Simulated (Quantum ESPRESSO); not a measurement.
# Computed records: TiPd$_{2}$Pt$_{2}$W$_{3}$ (simulated cell), VAgIr$_{5}$Ru (simulated cell), VAgMo$_{2}$W$_{3}$Au (simulated cell)

All values are calculated (Quantum ESPRESSO 7.5). Calculation on a made-up metal alloy cell, not a measurement: no spin or spin-orbit, unrelaxed, 2900 K smearing, stress positive in tension, cell energy less fitted offsets; periodic Kohn-Sham density functional theory in plane waves with PseudoDojo standard norm-conserving scalar-relativistic pseudopotentials, each functional with its own files (v0.5 for PBE, v0.4.1 for LDA and PBEsol), eight atoms on drawn sites of a strained close-packed or body-centred lattice, each displaced and held fixed; the energy is the cell's free energy, ions and the entropy term -TS included, at the stated Fermi-Dirac width, less a fixed offset for each atom's element (shifted free energy); compositions with an open d shell lost a parallel starting moment in a cheaper test run, and other magnetic orders were not tried; an error bar is the largest change of its kind in a tighter rerun, never given below 0.002 eV, 0.02 GPa or 0.003 eV/angstrom, and covers cutoff and k-mesh only, not smearing or the files.

Settings shared by all entries: functional pbe; cutoff 1143 eV; fermi dirac smearing 0.25 eV; electrons removed 0; run command mpirun -np 4 pw.x -nk 4 -in in.

Notes on all entries: heavy elements are run without spin-orbit coupling, which real alloys of them have; a spin test at this wide smearing found no moment, but such smearing suppresses magnetism that the real alloy may have; lattice, volume and sites are drawn at random and may be unstable or far from any real phase; energies are for the whole cell, less offsets fitted to these runs, so they are not formation energies.

(1) TiPd$_{2}$Pt$_{2}$W$_{3}$ (simulated cell)

```
CELL_PARAMETERS angstrom
-3.96280 -0.03330 0.05460
-0.08790 -4.01630 4.02940
0.02270 6.14070 2.13100
ATOMIC_POSITIONS crystal
Ti 0.00096 0.01574 0.99917
Pt 0.99900 0.23503 0.48908
W 0.02138 0.49218 0.98185
W 0.01338 0.74263 0.49287
Pt 0.49128 0.11355 0.74089
Pd 0.48992 0.38311 0.26140
Pd 0.52568 0.62876 0.74959
W 0.48990 0.86813 0.25443
```

- lattice type: face-centred cubic
- run processor: AMD EPYC, older, virtual cores
- k mesh: 6 x 5 x 4 shifted half a step off Gamma on each axis
- entropy term negative ts: -1.545 eV
- pressure: -9.68 GPa
- stress xx: 9.41 GPa
- stress yy: 9.87 GPa
- stress zz: 9.76 GPa
- stress yz: 3.24 GPa
- stress xz: -3.58 GPa
- stress xy: 1.61 GPa
- shifted free energy: -0.452 eV

Atoms:
```tsv
atoms element	atom site	atom energy offset (eV)
Ti	1	-1615.4
Pt	2	-3554.29
W	3	-2063.48
W	4	-2063.48
Pt	5	-3554.29
Pd	6	-3687.45
Pd	7	-3687.45
W	8	-2063.48
```

Forces:
```tsv
site	x (eV/Å)	y (eV/Å)	z (eV/Å)
1	0.019	0.4	-0.478
2	0.07	-0.233	0.041
3	0.34	0.337	1.253
4	0.498	-1.356	-0.689
5	-0.294	-0.027	0.207
6	-0.482	0.083	-0.813
7	0.327	0.276	0.202
8	-0.478	0.521	0.277
```

Notes: error bars: energy 0.0043 eV, stress 0.068 GPa, force 0.0036 eV/Å, from a tighter rerun of a related cell, whose elements or sites may differ; 21 SCF iterations, 408 s of wall time on a shared machine.

(2) VAgIr$_{5}$Ru (simulated cell)

```
CELL_PARAMETERS angstrom
2.85260 0.01950 -0.01390
1.43140 -2.42800 -4.49730
1.49860 7.33750 -4.50530
ATOMIC_POSITIONS crystal
Ru 0.02100 0.00953 0.00097
Ir 0.97054 0.52630 0.51428
Ag 0.25310 0.46508 0.05525
Ir 0.25883 0.95655 0.53734
Ir 0.51505 0.24709 0.73480
Ir 0.43347 0.76243 0.25967
Ir 0.77586 0.23001 0.29978
V 0.78334 0.68527 0.78804
```

- lattice type: hexagonal close-packed
- run processor: AMD EPYC, Zen 5, virtual cores
- k mesh: 9 x 5 x 3 shifted half a step off Gamma on each axis
- entropy term negative ts: -1.977 eV
- pressure: -11.31 GPa
- stress xx: 15.03 GPa
- stress yy: 11.28 GPa
- stress zz: 7.62 GPa
- stress yz: 0.88 GPa
- stress xz: -0.68 GPa
- stress xy: 1.12 GPa
- shifted free energy: 1.627 eV

Atoms:
```tsv
atoms element	atom site	atom energy offset (eV)
Ru	1	-2750.51
Ir	2	-3133.86
Ag	3	-4218.03
Ir	4	-3133.86
Ir	5	-3133.86
Ir	6	-3133.86
Ir	7	-3133.86
V	8	-2008.71
```

Forces:
```tsv
site	x (eV/Å)	y (eV/Å)	z (eV/Å)
1	-0.223	-0.138	0.917
2	0.493	-0.412	1.255
3	-0.052	-1.069	0.503
4	-0.062	0.325	-0.826
5	-0.226	1.717	-0.513
6	1.209	-0.851	-0.636
7	-1.048	1.04	0.344
8	-0.09	-0.613	-1.044
```

Notes: error bars: energy 0.0054 eV, stress 0.095 GPa, force 0.0062 eV/Å, from a tighter rerun of a related cell, whose elements or sites may differ; 20 SCF iterations, 299 s of wall time on a shared machine.

(3) VAgIr$_{5}$Ru (simulated cell)

```
CELL_PARAMETERS angstrom
2.85260 0.01950 -0.01390
1.43140 -2.42800 -4.49730
1.49860 7.33750 -4.50530
ATOMIC_POSITIONS crystal
Ir 0.02100 0.00953 0.00097
Ru 0.97054 0.52630 0.51428
Ag 0.25310 0.46508 0.05525
Ir 0.25883 0.95655 0.53734
Ir 0.51505 0.24709 0.73480
Ir 0.43347 0.76243 0.25967
Ir 0.77586 0.23001 0.29978
V 0.78334 0.68527 0.78804
```

* lattice type: hexagonal close-packed
* run processor: AMD EPYC, Zen 5, virtual cores
* k mesh: 9 x 5 x 3 shifted half a step off Gamma on each axis
* entropy term negative ts: -1.88 eV
* pressure: -12.66 GPa
* stress xx: 16.14 GPa
* stress yy: 12.54 GPa
* stress zz: 9.31 GPa
* stress yz: 0.75 GPa
* stress xz: -0.77 GPa
* stress xy: 1.3 GPa
* shifted free energy: 1.326 eV

Atoms:
```tsv
atoms element	atom site	atom energy offset (eV)
Ir	1	-3133.86
Ru	2	-2750.51
Ag	3	-4218.03
Ir	4	-3133.86
Ir	5	-3133.86
Ir	6	-3133.86
Ir	7	-3133.86
V	8	-2008.71
```

Forces:
```tsv
site	x (eV/Å)	y (eV/Å)	z (eV/Å)
1	-0.248	-0.231	1.253
2	0.46	-0.317	1.089
3	-0.057	-1.024	0.451
4	-0.056	0.272	-0.572
5	-0.221	1.435	-0.59
6	1.236	-0.575	-0.739
7	-1.041	1.229	0.085
8	-0.073	-0.789	-0.976
```

Notes: error bars: energy 0.0054 eV, stress 0.095 GPa, force 0.0062 eV/Å, from a tighter rerun of a related cell, whose elements or sites may differ; 21 SCF iterations, 305 s of wall time on a shared machine.

(4) VAgIr$_{5}$Ru (simulated cell)

```
CELL_PARAMETERS angstrom
2.85260 0.01950 -0.01390
1.43140 -2.42800 -4.49730
1.49860 7.33750 -4.50530
ATOMIC_POSITIONS crystal
Ir 0.02100 0.00953 0.00097
Ir 0.97054 0.52630 0.51428
Ag 0.25310 0.46508 0.05525
Ir 0.25883 0.95655 0.53734
Ir 0.51505 0.24709 0.73480
Ru 0.43347 0.76243 0.25967
Ir 0.77586 0.23001 0.29978
V 0.78334 0.68527 0.78804
```

- lattice type: hexagonal close-packed
- run processor: AMD EPYC, Zen 5, virtual cores
- k mesh: 9 x 5 x 3 shifted half a step off Gamma on each axis
- entropy term negative ts: -1.906 eV
- pressure: -12.26 GPa
- stress xx: 15.54 GPa
- stress yy: 12.18 GPa
- stress zz: 9.07 GPa
- stress yz: 0.62 GPa
- stress xz: -0.96 GPa
- stress xy: 1.16 GPa
- shifted free energy: 1.366 eV

Atoms:
```tsv
atoms element	atom site	atom energy offset (eV)
Ir	1	-3133.86
Ir	2	-3133.86
Ag	3	-4218.03
Ir	4	-3133.86
Ir	5	-3133.86
Ru	6	-2750.51
Ir	7	-3133.86
V	8	-2008.71
```

Forces:
```tsv
site	x (eV/Å)	y (eV/Å)	z (eV/Å)
1	-0.241	-0.1	1.241
2	0.518	-0.549	1.281
3	-0.067	-0.989	0.343
4	-0.095	0.116	-0.565
5	-0.222	1.657	-0.554
6	1.275	-0.734	-0.797
7	-1.091	1.166	0.29
8	-0.077	-0.567	-1.239
```

Notes: error bars: energy 0.0054 eV, stress 0.095 GPa, force 0.0062 eV/Å, from a tighter rerun of this cell; 20 SCF iterations, 288 s of wall time on a shared machine.

(5) VAgIr$_{5}$Ru (simulated cell)

```
CELL_PARAMETERS angstrom
2.85260 0.01950 -0.01390
1.43140 -2.42800 -4.49730
1.49860 7.33750 -4.50530
ATOMIC_POSITIONS crystal
Ir 0.02100 0.00953 0.00097
Ir 0.97054 0.52630 0.51428
Ag 0.25310 0.46508 0.05525
Ir 0.25883 0.95655 0.53734
Ir 0.51505 0.24709 0.73480
Ir 0.43347 0.76243 0.25967
Ru 0.77586 0.23001 0.29978
V 0.78334 0.68527 0.78804
```

* lattice type: hexagonal close-packed
* run processor: AMD EPYC, Zen 5, virtual cores
* k mesh: 9 x 5 x 3 shifted half a step off Gamma on each axis
* entropy term negative ts: -1.939 eV
* pressure: -12.16 GPa
* stress xx: 15.58 GPa
* stress yy: 12.41 GPa
* stress zz: 8.5 GPa
* stress yz: 0.83 GPa
* stress xz: -0.94 GPa
* stress xy: 1.11 GPa
* shifted free energy: 1.39 eV

Atoms:
```tsv
atoms element	atom site	atom energy offset (eV)
Ir	1	-3133.86
Ir	2	-3133.86
Ag	3	-4218.03
Ir	4	-3133.86
Ir	5	-3133.86
Ir	6	-3133.86
Ru	7	-2750.51
V	8	-2008.71
```

Forces:
```tsv
site	x (eV/Å)	y (eV/Å)	z (eV/Å)
1	-0.248	-0.18	1.116
2	0.491	-0.443	1.443
3	-0.062	-0.917	0.446
4	-0.065	-0.002	-0.814
5	-0.208	1.612	-0.533
6	1.238	-0.78	-0.708
7	-1.073	1.264	0.242
8	-0.073	-0.554	-1.19
```

Notes: error bars: energy 0.0054 eV, stress 0.095 GPa, force 0.0062 eV/Å, from a tighter rerun of a related cell, whose elements or sites may differ; 20 SCF iterations, 276 s of wall time on a shared machine.

(6) VAgMo$_{2}$W$_{3}$Au (simulated cell)

```
CELL_PARAMETERS angstrom
4.16540 -2.45010 0.05020
-2.81320 0.03300 -4.71370
2.80890 4.95560 -0.03200
ATOMIC_POSITIONS crystal
W 0.00461 0.00088 0.99041
Mo 0.99651 0.99697 0.49404
Mo 0.08622 0.50202 0.37981
Au 0.08450 0.50140 0.87162
W 0.49400 0.00046 0.25398
W 0.49942 0.00284 0.75225
V 0.58180 0.49581 0.12235
Ag 0.57025 0.50139 0.62883
```

- lattice type: hexagonal close-packed
- run processor: Intel Xeon, older, virtual cores
- k mesh: 6 x 5 x 4 shifted half a step off Gamma on each axis
- entropy term negative ts: -1.703 eV
- pressure: -0.15 GPa
- stress xx: -0.93 GPa
- stress yy: 0.57 GPa
- stress zz: 0.81 GPa
- stress yz: -0.94 GPa
- stress xz: 0.16 GPa
- stress xy: -1.25 GPa
- shifted free energy: 0.156 eV

Atoms:
```tsv
atoms element	atom site	atom energy offset (eV)
W	1	-2063.48
Mo	2	-1911.95
Mo	3	-1911.95
Au	4	-4032.82
W	5	-2063.48
W	6	-2063.48
V	7	-2008.71
Ag	8	-4218.03
```

Forces:
```tsv
site	x (eV/Å)	y (eV/Å)	z (eV/Å)
1	0.466	0.843	-0.421
2	-0.499	-0.209	0.039
3	-0.844	-0.77	0.119
4	0.1	0.727	-0.056
5	-0.025	-0.231	0.139
6	-0.069	0.06	0.113
7	0.305	0.23	-0.069
8	0.566	-0.65	0.136
```

Notes: error bars: energy 0.0064 eV, stress 0.09 GPa, force 0.0076 eV/Å, from a tighter rerun of a related cell, whose elements or sites may differ; 18 SCF iterations, 363 s of wall time on a shared machine.
